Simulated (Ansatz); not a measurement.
An Ansatz (an electronic-structure program) run. Input:

Ansatz 0.2 input:
```yaml
crystal:
  lattice:
    - [4.3459729997, 0.0, 0.0]
    - [-2.1729864998, 3.7637230219, 0.0]
    - [0.0, 0.0, 5.2641277337]
  atoms:
    - { symbol: Ba, position: [0.3333333333, 0.6666666667, 0.1017675695] }
    - { symbol: Al, position: [0.0, 0.0, 0.6416144738] }
    - { symbol: Ge, position: [0.6666666667, 0.3333333333, 0.5540767027] }
    - { symbol: H, position: [0.0, 0.0, 0.9685412541] }
kpoints:
  mp_grid: { grid: [6, 6, 5] }
hamiltonian:
  xc: r2scan
  pseudopotentials: { kind: paw }
scf:
  occupations: { method: fixed }
output:
  optics: { e_range: [0.0, 15.0], de: 0.05, sigma: 0.1, bands: { spectra_wanted_up_to: 12 eV } }
```

Output (shortened):

```
output.optics: the spectra are integrated over the Brillouin zone by k·p interpolation around the k-points, where levels, occupations, output.optics.sigma and …
Pseudopotential: Ba, paw, valence charge 10
Pseudopotential: Al, paw, valence charge 3
Pseudopotential: Ge, paw, valence charge 14
Pseudopotential: H, paw, valence charge 1
Functional definition: r2SCAN
Crystal: 4 atoms, lattice volume = 86.106 Å³
Basis set: ecut = 500 eV, 2173 PW (Γ), exchange–correlation on 128×128×160 points (64 copies of the dense FFT grid, shifted against one another)
Bands: 18, of which v1, the nominal top of the filled ones, is band 14 counted from 1 (13 counted from 0)
Symmetry: 6 space group operations
Space group: P3m1 (ITA 156), of the structure as read, at distance tolerance 4.4e-5 Å
k-points: 27 of 180 (time reversal used)
SCF iter   1: F=—  HF=-10826.217326 eV  |F-HF|=—  |Δ(HF+E_count)|=         —  Δρ=5.19e-3  dr2=3.92e-2  dr2_τ=1.21e-2  ethr=1.77e-3  ⟨swp⟩=4.9  Hψ=2244  notcnv=0  defer=46
preconditioner: auto → Resta (q_TF=auto, 2.262 Å⁻¹)
SCF iter   2: F=—  HF=-10826.277126 eV  |F-HF|=—  |Δ(HF+E_count)|=   5.98e-2  Δρ=2.53e-3  dr2=8.13e-3  dr2_τ=1.92e-4  ethr=1.40e-4  ⟨swp⟩=3.0  Hψ=1160  notcnv=0  defer=51
SCF iter   3: F=—  HF=-10826.276154 eV  |F-HF|=—  |Δ(HF+E_count)|=   9.72e-4  Δρ=1.15e-3  dr2=1.26e-3  dr2_τ=5.56e-5  ethr=2.90e-5  ⟨swp⟩=2.9  Hψ=903  notcnv=0  defer=51
SCF iter   4: F=—  HF=-10826.276241 eV  |F-HF|=—  |Δ(HF+E_count)|=   8.68e-5  Δρ=3.33e-4  dr2=8.22e-5  dr2_τ=3.40e-6  ethr=4.49e-6  ⟨swp⟩=2.7  Hψ=819  notcnv=0  defer=51
SCF iter   5: F=—  HF=-10826.276285 eV  |F-HF|=—  |Δ(HF+E_count)|=   4.44e-5  Δρ=7.61e-5  dr2=5.99e-6  dr2_τ=9.56e-8  ethr=2.94e-7  ⟨swp⟩=2.5  Hψ=776  notcnv=0  defer=51
SCF iter   6: F=—  HF=-10826.276288 eV  |F-HF|=—  |Δ(HF+E_count)|=   2.47e-6  Δρ=1.29e-5  dr2=1.43e-7  dr2_τ=1.24e-8  ethr=2.14e-8  ⟨swp⟩=2.8  Hψ=822  notcnv=0  defer=2
SCF iter   7: F=—  HF=-10826.276288 eV  |F-HF|=—  |Δ(HF+E_count)|=   7.62e-7  Δρ=1.86e-6  dr2=4.68e-9  dr2_τ=5.49e-11  ethr=5.11e-10  ⟨swp⟩=2.0  Hψ=837  notcnv=0
SCF iter   8: F=—  HF=-10826.276288 eV  |F-HF|=—  |Δ(HF+E_count)|=   2.20e-9  Δρ=5.20e-7  dr2=3.14e-10  dr2_τ=7.64e-12  ethr=1.67e-11  ⟨swp⟩=2.0  Hψ=625  notcnv=0
SCF iter   9: F=-10826.276288 eV  HF=-10826.276288 eV  |F-HF|=0.00e0  |Δ(HF+E_count)|=  9.28e-11  Δρ=9.18e-8  dr2=7.70e-12  dr2_τ=2.87e-13  ethr=1.00e-12  ⟨swp⟩=4.1  Hψ=2297  notcnv=0
SCF 1 converged in 9 iterations: F = -10826.276288 eV  dr2 = 7.70e-12
NSCF: frozen V_eff on 27 k-points
Optics k sum: 0 of 27 k-points
Optics k sum: 2 of 27 k-points
Optics k sum: 3 of 27 k-points
Optics k sum: 5 of 27 k-points
Optics k sum: 6 of 27 k-points
Optics k sum: 7 of 27 k-points
Optics k sum: 9 of 27 k-points
Optics k sum: 10 of 27 k-points
Optics k sum: 11 of 27 k-points
Optics k sum: 13 of 27 k-points
Optics k sum: 14 of 27 k-points
Optics k sum: 15 of 27 k-points
Optics k sum: 17 of 27 k-points
Optics k sum: 18 of 27 k-points
Optics k sum: 19 of 27 k-points
Optics k sum: 21 of 27 k-points
Optics k sum: 22 of 27 k-points
Optics k sum: 23 of 27 k-points
Optics k sum: 25 of 27 k-points
Optics k sum: 26 of 27 k-points
Optics k sum: 27 of 27 k-points
Optics k sum: 0 of 27 k-points
Optics k sum: 2 of 27 k-points
Optics k sum: 3 of 27 k-points
Optics k sum: 5 of 27 k-points
Optics k sum: 6 of 27 k-points
Optics k sum: 7 of 27 k-points
Optics k sum: 9 of 27 k-points
Optics k sum: 10 of 27 k-points
Optics k sum: 11 of 27 k-points
Optics k sum: 13 of 27 k-points
Optics k sum: 14 of 27 k-points
Optics k sum: 15 of 27 k-points
Optics k sum: 17 of 27 k-points
Optics k sum: 18 of 27 k-points
Optics k sum: 19 of 27 k-points
Optics k sum: 21 of 27 k-points
Optics k sum: 22 of 27 k-points
Optics k sum: 23 of 27 k-points
Optics k sum: 25 of 27 k-points
Optics k sum: 26 of 27 k-points
Optics k sum: 27 of 27 k-points
NSCF: frozen V_eff on 1 k-points
NSCF: frozen V_eff on 1 k-points
NSCF: frozen V_eff on 1 k-points
output.optics: what the bands over the 39 summed would add to eps1, eps2 and the energy-loss function is held between a lower and an upper bound (10 Lanczos …
SCF converged after 9 iterations
Free energy (F): -10826.276288 eV
Harris-Foulkes:  -10826.276288 eV  (|F-HF|=0.00e0)
Internal energy: -10826.276288 eV  (E = F + TS)
E sigma→0 (E₀):  -10826.276288 eV
Fermi energy:    7.420806 eV
--- Per-component energies (eV) ---
  E_band       = -199.479107
  E_kinetic    = 317.559426
  E_local      = -3003.269590  (includes V_loc(G=0)·N_el)
  E_nonlocal   = 486.723470
  E_hartree    = 1306.191805
  E_xc         = -272.944904
  E_vxc        = -260.031639  (∫ρ·V_xc dr)
  E_paw        = -7759.498208  (= ΣΔE_a)
  E_vpaw       = -365.429406  (= ΣTr[D̂ρ^β])
  E_aug_tail   = -0.000438  (compensation charges beyond the density's cutoff)
  E_vtau       = 12.585456  (kinetic-family band-sum trace: ∫τ·v_τ [+ j·A + Jᵃ·Aᵃ] dr)
  E_ewald      = -1899.962389
  E_core_change = -1.075458  (= ΣΔE_core)
  E_smearing   =  0.000000  (= −TS)
  E_closure    = 0.000000  (closes the sum)
  Σ components = -10826.276288   (vs F -10826.276288, Δ=0.00e0)
  [band-id]    e_kinetic+e_local+e_nonlocal+2·e_hartree+e_vxc+e_vpaw+e_augmentation_tail+e_vtau = -199.479113   (vs E_band -199.479107, Δ=-5.40e-6)
--- Band table (eV; the first three rows and the last of 27) ---
  k-point 0: bands = ["-20.7341", "-16.2197", "-16.2197", "-16.1738", "-16.1738", "-16.1696", "-5.7172", "-5.3584", "-5.3584", "-2.0946", "2.9391", "6.7540", "7.1394", "7.1394", "9.0123", "11.0717", "11.0717", "12.1879"]
  k-point 1: bands = ["-20.7331", "-16.2197", "-16.2197", "-16.1738", "-16.1738", "-16.1696", "-5.8146", "-5.3559", "-5.3559", "-1.8377", "2.6362", "6.9573", "7.2363", "7.2363", "9.1451", "10.4216", "10.4216", "11.4233"]
  k-point 2: bands = ["-20.7314", "-16.2196", "-16.2196", "-16.1739", "-16.1739", "-16.1695", "-5.9565", "-5.3517", "-5.3517", "-1.3839", "2.1149", "7.3469", "7.4208", "7.4208", "9.2910", "9.8654", "9.8654", "10.6730"]
  k-point 26: bands = ["-20.6777", "-16.2185", "-16.2173", "-16.1749", "-16.1740", "-16.1670", "-5.8543", "-5.7275", "-5.6351", "-0.3158", "1.4448", "4.3665", "5.1038", "7.0346", "11.3126", "11.5437", "11.6395", "12.6876"]
```

Cost: about 4 core-minutes (a rough figure) on shared cores.

The first step of the workflow began from a Materials Project structure, measured or hypothetical; the Crystallography Open Database files this formula in space group No. 156, but the cells were not matched. Whether it is the stable phase at ambient conditions was not checked. The r²SCAN relaxation kept the symmetry of its start; whether a distortion lowers the energy is not shown. Scalar-relativistic: spin–orbit coupling is off unless named, which matters more the heavier the elements.

Potentials: the later of the program's two PAW sets.

Ansatz is a plane-wave DFT program.
